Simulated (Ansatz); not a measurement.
Si3N4:
```yaml
crystal:
  lattice:
    - [-3.22131, 3.22131, 3.22131]
    - [3.22131, -3.22131, 3.22131]
    - [3.22131, 3.22131, -3.22131]
  atoms:
    - { symbol: N, position: [0.56247, 0.56247, 0.56247] }
    - { symbol: N, position: [0.43753, 0.50000, 0.00000] }
    - { symbol: N, position: [0.50000, 0.00000, 0.93753] }
    - { symbol: N, position: [0.00000, 0.43753, 0.50000] }
    - { symbol: N, position: [0.93753, 0.50000, 0.00000] }
    - { symbol: N, position: [0.06247, 0.06247, 0.06247] }
    - { symbol: N, position: [0.00000, 0.93753, 0.50000] }
    - { symbol: N, position: [0.50000, 0.00000, 0.43753] }
    - { symbol: Si, position: [0.25000, 0.12500, 0.87500] }
    - { symbol: Si, position: [0.87500, 0.25000, 0.12500] }
    - { symbol: Si, position: [0.75000, 0.37500, 0.62500] }
    - { symbol: Si, position: [0.62500, 0.75000, 0.37500] }
    - { symbol: Si, position: [0.12500, 0.87500, 0.25000] }
    - { symbol: Si, position: [0.37500, 0.62500, 0.75000] }
```

Relaxed with r²SCAN. Special points in fractions of this cell's reciprocal vectors: Γ (0.000, 0.000, 0.000); H (0.500, -0.500, 0.500); N (0.000, 0.000, 0.500); P (0.250, 0.250, 0.250).

Question: List the band energies nearest the valence-band maximum at these points for plane-wave PAW r²SCAN (Ansatz code).

Answer: In eV from the valence-band maximum; about four levels below and three above (degenerate sets whole), none deeper than 8.9 eV; points with the same levels are listed once.

```csv
k,below,above
Γ,-0.16 -0.16 -0.16 -0.08,5.28 5.28 5.40 5.40 5.40
H,-1.98 -1.98 -1.98 -1.98 -1.98 -1.98 -1.25 -1.25,6.12 6.12 6.12 6.12 6.12 6.12
N,-1.31 -1.31 -0.02 -0.02,5.65 5.65 6.75 6.75
P,-0.56 -0.56 -0.56 -0.56,6.48 6.48 7.41 7.41 7.41 7.41
```

Space group I-43d. The workflow started from an entry of the Crystallography Open Database (COD), which files this formula under 4 space groups. It is not the phase usual at ambient conditions (space group No. 176). Symmetry was held in the r²SCAN relaxation; whether a distortion lowers the energy is not shown.

Potentials: the later of the program's two PAW sets.
